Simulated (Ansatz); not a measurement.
Starting cell, SrTiO₃ (cubic perovskite):

```xyz
5
Lattice="3.9075 0.0000 0.0000 0.0000 3.9075 0.0000 0.0000 0.0000 3.9075" Properties=species:S:1:pos:R:3 pbc="T T T"
Sr     0.0000     0.0000     0.0000
Ti     1.9538     1.9538     1.9538
O      0.0000     1.9538     1.9538
O      1.9538     1.9538     0.0000
O      1.9538     0.0000     1.9538
```

Two-dimensional scan of atom 1 (Sr, nearest neighbour O at 2.763 Å; its periodic images, 3.9 Å or more away, move with it): u runs along (1.000, 0.000, 0.000), v along (0.000, 1.000, 0.000) (Cartesian). Cell and other atoms are fixed.

All values below come from r2SCAN (plane waves to 500 eV, PAW, scalar-relativistic; Ansatz, a program for electronic structure). k mesh 7×7×7 (Γ-centred), Fermi-Dirac smearing 0.05 eV. E stands for the smeared free energy. Points where atoms come too close for the PAW data are left out (x in tables, blank in figures). SrTiO3 is run without spin polarisation. SrTiO3 was relaxed with its symmetry unable to fall. The PAW data are Ansatz's earlier set. ΔE is measured from the undisplaced structure. Axes are in Å.

The scan covers u from -0.690 to 0.690 Å in 7 points and v from -0.690 to 0.690 Å in 7 points.

Is the undisplaced position a minimum, a maximum or a saddle of this map?

A minimum.

What are the two principal curvatures of the energy at the centre?

4.0 eV/Å², isotropic.

(A displaced cell: forces are minus the slopes of the energy, force constants its curvatures, and phonons follow from these.)
